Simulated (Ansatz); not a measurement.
Suppose Mg2SnO3 takes space group R-3m (No. 166), with Mg on 6c; Sn on 3b; O on 3a and 6c. A trial structure of Mg2SnO3 was built thus: close-packed anion layers stacked ABA, repeated with a shift to B, with sites between them filled layer by layer (elements of the layers in order: O O O).

Method: Ansatz 0.2.0, DFT PBE, scalar-relativistic, plane waves, PAW. Cutoff 420 eV, Γ-centred mesh, Gaussian smearing, no spin polarisation.

Formation energies are uncorrected and refer to the elements' standard structures at the same level (O₂ as a molecule). The references include grey tin.

Problem. Which cell and coordinates does it relax to?

Solution.

Space group R-3m:H (No. 166). a = 3.120 Å, b = 3.120 Å, c = 25.206 Å, α = 90.00°, β = 90.00°, γ = 120.00°
```
atom  site  symmetry       x       y       z
  Mg    6c        3m  0.6667  0.3333  0.7148
  Sn    3b       -3m  0.6667  0.3333  0.8333
   O    3a       -3m  0.0000  0.0000  0.0000
   O    6c        3m  0.0000  0.0000  0.7617
```

Around Mg lie 6 O at 2.16–2.17 Å and 1 Sn at 2.99 Å; around Sn lie 6 O at 2.55 Å, 2 Mg at 2.99 Å and 6 Sn at 3.12 Å; O on a site of symmetry -3m has 6 Mg at 2.17 Å; O on a site of symmetry 3m is surrounded by 3 Mg at 2.16 Å and 3 Sn at 2.55 Å. Another local minimum with the same sites may exist.

Problem. And its energy and gap?

Solution. The formation energy is −1.890 eV/atom. The gap on the 12×12×12 mesh of the 6-atom cell is 0.60 eV. A negative formation energy is needed for stability but isn't enough: competing phases decide.

The last run used Gaussian smearing of 0.02 eV. Kohn–Sham gaps at this level usually fall short of measured ones. Symmetry constrained the relaxation, so the result can be a saddle point.
